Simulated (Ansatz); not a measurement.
Consider the following.

PdSb₂ (space group Pa-3)

```cif
data_Pd4Sb8
_chemical_formula_sum 'Sb8 Pd4'
_space_group_name_H-M_alt 'P 1'
_space_group_IT_number 1
_cell_length_a 6.46448
_cell_length_b 6.46448
_cell_length_c 6.46448
_cell_angle_alpha 90.000
_cell_angle_beta 90.000
_cell_angle_gamma 90.000
loop_
_space_group_symop_operation_xyz
  'x, y, z'
loop_
_atom_site_label
_atom_site_type_symbol
_atom_site_fract_x
_atom_site_fract_y
_atom_site_fract_z
_atom_site_occupancy
Sb1 Sb 0.37286 0.37286 0.37286 1
Sb2 Sb 0.62714 0.62714 0.62714 1
Sb3 Sb 0.12714 0.62714 0.87286 1
Sb4 Sb 0.87286 0.37286 0.12714 1
Sb5 Sb 0.87286 0.12714 0.62714 1
Sb6 Sb 0.12714 0.87286 0.37286 1
Sb7 Sb 0.62714 0.87286 0.12714 1
Sb8 Sb 0.37286 0.12714 0.87286 1
Pd1 Pd 0.00000 0.00000 0.00000 1
Pd2 Pd 0.50000 0.00000 0.50000 1
Pd3 Pd 0.50000 0.50000 0.00000 1
Pd4 Pd 0.00000 0.50000 0.50000 1
```

The volume is varied about the relaxed value V₀ at fixed cell shape. The atoms relax within the cell's symmetry.

All values below come from PBEsol (plane waves to 420 eV, PAW, scalar-relativistic; Ansatz, a quantum-chemistry and plane-wave program). k mesh 6×6×6 (Γ-centred), Fermi-Dirac smearing 0.05 eV. Energies are smeared free energies. Stress and pressure are positive under compression. PdSb2 is run without spin polarisation. PdSb2 was relaxed with its symmetry unable to fall. Spin-orbit coupling is left out, though Sb is heavy. The zero of ΔE is the relaxed starting cell.

The scan covers V/V₀ from 0.940 to 1.060 in 11 points.

Q: What bulk modulus B₀ follows from a third-order Birch-Murnaghan fit?

A: 102 GPa.

Q: What is the fitted pressure derivative B₀′?

A: 5.1.

(Under strain, the slope of the energy per volume gives the stress and its curvature an elastic modulus.)
